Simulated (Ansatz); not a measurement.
InSb:
Space group P6₃/mmc (No. 194); a = 4.235 Å, b = 4.235 Å, c = 7.347 Å, α = 90.00°, β = 90.00°, γ = 120.00°

```tsv
atom	site	symmetry	x	y	z
In	2a	-3m.	0.0000	0.0000	0.0000
Sb	2c	-6m2	0.3333	0.6667	0.2500
```

Relaxed at zero pressure with DFT-r²SCAN in the program Ansatz with PAW potentials.

Q: The volume is lowered by 3 % and shape and atoms relax at that volume. What pressure results, and how do the axes share the change?

A: 1.7 GPa; a -1.2 %, b -1.2 %, c -0.7 %; the energy rises by 4 meV/atom.

Q: Give the new structure.

A: 
Space group P6₃/mmc (No. 194); a = b = 4.185 Å, c = 7.298 Å, α = β = 90.00°, γ = 120.00°

```tsv
atom	site	symmetry	x	y	z
In	2a	-3m.	0.0000	0.0000	0.0000
Sb	2c	-6m2	0.3333	0.6667	0.2500
```

The phase is kept; no other phase was compared at this pressure.

Space group P6_3/mmc (NiAs type). The start of the workflow was typed in or built on a structure type; neither database checked (COD, Materials Project) lists it. It is not the phase usual at ambient conditions (space group No. 216). Symmetry was held in the r²SCAN relaxation; whether a distortion lowers the energy is not shown. Scalar-relativistic: spin–orbit coupling is off unless named, which matters more the heavier the elements.

Potentials: the earlier of the program's two PAW sets.
